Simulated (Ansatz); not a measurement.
CoPtO2: do energies and stresses tell the same story?

Theory: DFT r2SCAN, scalar-relativistic, plane waves, PAW in Ansatz 0.2.0.

Settings: cutoff 500 eV, Γ-centred mesh 18×18×18 on the computed 4-atom cell, Gaussian smearing of 0.10 eV; no spin polarisation.

Relaxed cell: R-3m, a = 2.822 Å, b = 2.822 Å, c = 17.791 Å, α = 90.00°, β = 90.00°, γ = 120.00°, 4 atoms in the primitive cell. Whether it is the stable form of this composition wasn't checked.

Energies at zero smearing and pressures from the stress tensor, at volumes with shape and atoms relaxed:
```json
{"V (Å³/atom)": "9.614", "E − E(first) (meV/atom)": "0.00", "P (GPa)": "18.39"}
{"V (Å³/atom)": "9.920", "E − E(first) (meV/atom)": "-25.34", "P (GPa)": "8.40"}
{"V (Å³/atom)": "10.227", "E − E(first) (meV/atom)": "-33.12", "P (GPa)": "0.01"}
{"V (Å³/atom)": "10.534", "E − E(first) (meV/atom)": "-26.16", "P (GPa)": "-7.04"}
{"V (Å³/atom)": "10.841", "E − E(first) (meV/atom)": "-6.82", "P (GPa)": "-12.96"}
```

Task: Check P = −dE/dV between neighbouring volumes, and get the bulk modulus from the pressures alone.

Result: With 1 eV/Å³ = 160.2 GPa:
```json
{"middle V (Å³/atom)": "9.767", "−ΔE/ΔV (GPa)": "13.230", "mean P (GPa)": "13.395"}
{"middle V (Å³/atom)": "10.074", "−ΔE/ΔV (GPa)": "4.064", "mean P (GPa)": "4.204"}
{"middle V (Å³/atom)": "10.381", "−ΔE/ΔV (GPa)": "-3.635", "mean P (GPa)": "-3.518"}
{"middle V (Å³/atom)": "10.687", "−ΔE/ΔV (GPa)": "-10.097", "mean P (GPa)": "-9.999"}
```

The two differ by 0.16 GPa at most. The mean of two end pressures misses the average over a step by about ΔV² P″/12, up to 0.14 GPa here; with that taken off 0.02 GPa remains. Around V = 10.227 Å³/atom, the two neighbours give B = −V ΔP/ΔV = 10.227 × 15.44 / 0.614 = 257.4 GPa, against B0 = 255.9 GPa from the Birch–Murnaghan fit of the energies.

Spin-orbit coupling is left out, which matters for the bands of heavy elements.

A ferromagnetic start lost its moments in a first run, so spin was left out; other magnetic orders weren't tried.